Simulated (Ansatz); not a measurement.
NaI: excitons and shallow donors from band masses and screening

Computed with DFT r2SCAN, scalar-relativistic, plane waves, PAW in Ansatz.

Cutoff 500 eV; k points 6×6×6 on the computed 2-atom cell (Γ-centred); Gaussian smearing, width 0.02 eV; no spin polarisation.

Relaxed cell: Fm-3m, a = 6.467 Å, b = 6.467 Å, c = 6.467 Å, α = 90.00°, β = 90.00°, γ = 90.00°, 2 atoms in the primitive cell.

The calculation gives a Kohn–Sham gap of 4.44 eV, an electron mass of 0.281 mₑ and a hole mass of 0.822 mₑ (harmonic means over x, y, z and over the bands degenerate at each edge), and ε∞ = 3.42 (independent particles, mean of the diagonal).

**Question.** Estimate the binding energy and radius of a Wannier–Mott exciton and of a shallow donor, and say whether the hydrogenic model can hold.

**Answer.** The reduced mass is μ = mₙmₕ/(mₙ + mₕ) = 0.21 mₑ, with mₙ and mₕ the band masses. With E_b = 13.606 eV × μ/ε² and a = 0.529 Å × ε/μ (μ in mₑ) the exciton has E_b = 243 meV and a = 8.6 Å. For a donor μ is the electron mass: 327 meV and 6.4 Å. The radius isn't large against the shortest lattice vector (4.57 Å), so the continuum picture is doubtful and the numbers are only a scale. In a polar crystal the ions screen too, so a state bound more weakly than an optical phonon feels the larger static constant, which lowers the energy and widens the orbit. The other way, the small Kohn–Sham gap and the missing local fields make ε∞ too large and the masses tend to be too light, which underbinds.

Spin-orbit coupling is left out, which matters for the bands of heavy elements.

Cost: 4 runs of about 2.4 core-minutes in all, on Intel Xeon Processor @ 2.50GHz (Skylake/Cascade Lake) (shared hosts).